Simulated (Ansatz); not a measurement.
Given:

FeGe2:
```yaml
crystal:
  lattice:
    - [4.71371, 0.00000, 0.00000]
    - [-2.35685, 4.08219, 0.00000]
    - [0.00000, 0.00000, 6.87010]
  atoms:
    - { symbol: Fe, position: [0.50000, 0.00000, 0.00000], spin: 2.1 }
    - { symbol: Fe, position: [0.50000, 0.50000, 0.33333], spin: 2.1 }
    - { symbol: Fe, position: [0.00000, 0.50000, 0.66667], spin: 2.1 }
    - { symbol: Ge, position: [0.16861, 0.33721, 0.00000], spin: 0.0 }
    - { symbol: Ge, position: [0.83139, 0.16861, 0.33333], spin: 0.0 }
    - { symbol: Ge, position: [0.66279, 0.83139, 0.66667], spin: 0.0 }
    - { symbol: Ge, position: [0.83139, 0.66279, 0.00000], spin: 0.0 }
    - { symbol: Ge, position: [0.16861, 0.83139, 0.33333], spin: 0.0 }
    - { symbol: Ge, position: [0.33721, 0.16861, 0.66667], spin: 0.0 }
```

This is the PBE-relaxed structure.

Question: All from DFT-PBE in the program Ansatz with PAW potentials, unless another level is named. Estimate the electronic character.

Answer: metallic (no gap).

Question: Give the formation energy from the elements (no fitted shifts).

Answer: 0.19 eV/atom.

Question: And the density of states at the Fermi level?

Answer: 0.24 states/eV per atom (mean over ±0.08 eV).

Space group P6_222. The cell is a constructed one: a structure type filled with these elements; neither database checked (COD, Materials Project) lists it. Its standing as an ambient phase is unchecked. Symmetry was held in the PBE relaxation; whether a distortion lowers the energy is not shown. Spin order of the final state: ferromagnetic, chosen from 4 collinear starts compared on coarse meshes (ties went to the first, and starts can fall back to one state), not a proven ground state. The references are the lowest solids computed at this level, not always the standard phases. Scalar-relativistic: spin–orbit coupling is off unless named, which matters more the heavier the elements.

Potentials: the later of the program's two PAW sets.
